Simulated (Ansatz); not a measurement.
Relaxed (111) slab cut from Ta (space group Im-3m (No. 229)); the slab's formula is Ta, its outer planes Ta (top) and Ta (bottom):

```
Ta
1.0
     4.67337    0.00000    0.00000
    -2.33669    4.04726    0.00000
     0.00000    0.00000   25.49343
Ta
12
Cartesian
  2.3367 1.3491 7.8413
  0.0000 2.6982 8.5325
  0.0000 0.0000 9.2970
  2.3367 1.3491 10.4430
  0.0000 2.6982 11.3275
  0.0000 0.0000 12.2492
  2.3367 1.3491 13.2442
  0.0000 2.6982 14.1660
  0.0000 0.0000 15.0504
  2.3367 1.3491 16.1965
  0.0000 2.6982 16.9610
  0.0000 0.0000 17.6521
```

Level of theory: DFT r2SCAN, scalar-relativistic, plane waves, PAW (Ansatz). Plane waves to 500 eV, a k mesh through Γ of 9×9×1 on the computed 12-atom cell and Gaussian smearing (0.10 eV); no spin polarisation. A dipole correction removes the field between periodic images along c.

The potential is the smooth part; its values at the atoms depend on the PAW datasets.

Task: How does the plane-averaged electrostatic potential energy of an electron run along c, counted from the Fermi level?

Result: z (Å), V (eV) and a bar:
```
     2.92       3.91 ##############################
     3.19       3.91 ##############################
     3.45       3.91 ##############################
     3.72       3.91 ##############################
     3.98       3.91 ##############################
     4.25       3.90 ##############################
     4.51       3.90 ##############################
     4.78       3.88 ##############################
     5.05       3.86 ##############################
     5.31       3.82 ##############################
     5.58       3.74 ##############################
     5.84       3.60 #############################
     6.11       3.34 #############################
     6.37       2.89 ############################
     6.64       2.07 ###########################
     6.90       0.52 ########################
     7.17      -2.01 ####################
     7.44      -5.39 ##############
     7.70      -9.07 ########
     7.97     -11.81 ###
     8.23     -13.24 #
     8.50     -13.62
     8.76     -13.04 #
     9.03     -12.02 ###
     9.29     -10.67 #####
     9.56      -9.03 ########
     9.83      -8.06 ##########
    10.09      -8.27 #########
    10.36      -9.16 ########
    10.62     -10.04 ######
    10.89     -10.41 #####
    11.15     -10.61 #####
    11.42     -10.56 #####
    11.68     -10.26 ######
    11.95     -10.11 ######
    12.22      -9.96 ######
    12.48      -9.62 #######
    12.75      -9.38 #######
    13.01      -9.62 #######
    13.28      -9.96 ######
    13.54     -10.11 ######
    13.81     -10.26 ######
    14.07     -10.56 #####
    14.34     -10.61 #####
    14.61     -10.41 #####
    14.87     -10.04 ######
    15.14      -9.16 ########
    15.40      -8.27 #########
    15.67      -8.06 ##########
    15.93      -9.03 ########
    16.20     -10.67 #####
    16.46     -12.02 ###
    16.73     -13.04 #
    17.00     -13.62
    17.26     -13.24 #
    17.53     -11.81 ###
    17.79      -9.07 ########
    18.06      -5.39 ##############
    18.32      -2.01 ####################
    18.59       0.52 ########################
    18.85       2.07 ###########################
    19.12       2.89 ############################
    19.39       3.34 #############################
    19.65       3.60 #############################
    19.92       3.74 ##############################
    20.18       3.82 ##############################
    20.45       3.86 ##############################
    20.71       3.88 ##############################
    20.98       3.90 ##############################
    21.24       3.90 ##############################
    21.51       3.91 ##############################
    21.78       3.91 ##############################
    22.04       3.91 ##############################
    22.31       3.91 ##############################
    22.57       3.91 ##############################
```

The vacuum level lies 3.91 eV above the Fermi level.

Spin-orbit coupling is left out, which matters for the bands of heavy elements.

Cost: 1 run of about 8.5 core-minutes, on Intel Xeon Platinum 8488C (Sapphire Rapids) (shared hosts).